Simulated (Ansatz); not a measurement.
Data:

AlRu:
```cif
data_AlRu
_chemical_formula_sum 'Ru1 Al1'
_space_group_name_H-M_alt 'P 1'
_space_group_IT_number 1
_cell_length_a 3.49158
_cell_length_b 3.49158
_cell_length_c 3.49158
_cell_angle_alpha 60.000
_cell_angle_beta 60.000
_cell_angle_gamma 60.000
loop_
_space_group_symop_operation_xyz
  'x, y, z'
loop_
_atom_site_label
_atom_site_type_symbol
_atom_site_fract_x
_atom_site_fract_y
_atom_site_fract_z
_atom_site_occupancy
Ru1 Ru 0.00000 0.00000 0.00000 1
Al1 Al 0.50000 0.50000 0.50000 1
```

This is the r²SCAN-relaxed structure.

Task: All from DFT-r²SCAN in the program Ansatz with PAW potentials, unless another level is named. Estimate the density of states at the Fermi level.

Result: 1.0 states/eV per atom (mean over ±0.08 eV).

Task: Next, the formation energy from the elements (no fitted shifts)?

Result: 0.16 eV/atom.

Task: Next, the gap with spin–orbit coupling?

Result: none (metallic).

Space group Fm-3m (rock salt). The start of the workflow was typed in or built on a structure type; neither database checked (COD, Materials Project) lists it. COD files the formula under space group No. 221, so this cell is another polymorph or a model. Whether it is the stable phase at ambient conditions was not checked. Symmetry was held in the r²SCAN relaxation. At this level the phase is mechanically unstable. No spin polarisation was allowed. Its formation energy is positive at this level, so the cell may be metastable or incomplete. The references are the lowest solids computed at this level, not always the standard phases. Scalar-relativistic: spin–orbit coupling is off unless named, which matters more the heavier the elements.

Potentials: the later of the program's two PAW sets.
